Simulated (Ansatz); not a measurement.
Eu (Cmcm): majority and minority states

```yaml
crystal:
  lattice:
    - [1.99707, -3.47971, 0.00000]
    - [1.99707, 3.47971, 0.00000]
    - [0.00000, 0.00000, 6.34073]
  atoms:
    - { symbol: Eu, position: [0.83687, 0.16313, 0.75000] }
    - { symbol: Eu, position: [0.16313, 0.83687, 0.25000] }
```

The geometry is a structure from the Materials Project, held fixed and not relaxed.

Settings: LDA, 10×10×5 k mesh, Fermi–Dirac smearing of 0.08 eV. LAPW is all-electron LAPW in Ansatz 0.2.0. Site moments are integrated in spheres about the atoms. Start moments (μB): Eu1 7, Eu2 7. DFT+U (Dudarev's form): U = 4.0 eV on Eu f.

Question: Give the density of states by spin, smoothed by a Gaussian of 0.15 eV.

Answer: 
```
E − E_F (eV)  majority (states/eV/cell)  minority (states/eV/cell)
       -7.00                       0.00                       0.00
       -6.75                       0.00                       0.00
       -6.50                       0.00                       0.00
       -6.25                       0.00                       0.00
       -6.00                       0.00                       0.00
       -5.75                       0.00                       0.00
       -5.50                       0.00                       0.00
       -5.25                       0.00                       0.00
       -5.00                       0.00                       0.00
       -4.75                       0.00                       0.00
       -4.50                       0.00                       0.00
       -4.25                       0.01                       0.00
       -4.00                       0.06                       0.00
       -3.75                       0.12                       0.00
       -3.50                       0.17                       0.01
       -3.25                       0.22                       0.05
       -3.00                       0.25                       0.10
       -2.75                       0.28                       0.14
       -2.50                       0.36                       0.20
       -2.25                       0.98                       0.23
       -2.00                      12.36                       0.25
       -1.75                      34.12                       0.30
       -1.50                      10.45                       0.37
       -1.25                       1.30                       0.47
       -1.00                       1.02                       0.62
       -0.75                       1.10                       0.86
       -0.50                       1.06                       0.92
       -0.25                       1.26                       0.97
        0.00                       1.91                       1.07
        0.25                       2.26                       1.03
        0.50                       1.48                       1.01
        0.75                       1.02                       1.57
        1.00                       1.45                       2.31
        1.25                       2.50                       1.87
        1.50                       2.44                       1.06
        1.75                       1.93                       1.09
        2.00                       1.99                       1.95
        2.25                       1.73                       2.46
        2.50                       0.87                       1.93
```
Site moments (μB): Eu1 7.34, Eu2 7.34. Cell moment 15.05 μB.

Question: How large is the spin polarisation of the states at the Fermi level?

Answer: (N↑ − N↓)/(N↑ + N↓) = +28 %, from 1.90 and 1.07 states/eV; these are averaged over the run's smearing, not the smoothing of the table, and they move with the mesh.

Löwdin populations of d and f shells (filled inner shells left out):

```csv
shell,up,down
Eu1 5d,0.93,0.43
Eu1 4f,6.96,0.00
Eu2 5d,0.93,0.43
Eu2 4f,6.96,0.00
```

Spin–orbit coupling is left out although heavy atoms are present. With open f shells a run can end in a state that isn't the lowest. The magnetic state is the one that this cell and start allow. It needn't be the compound's measured order, which may need a larger cell or be absent.
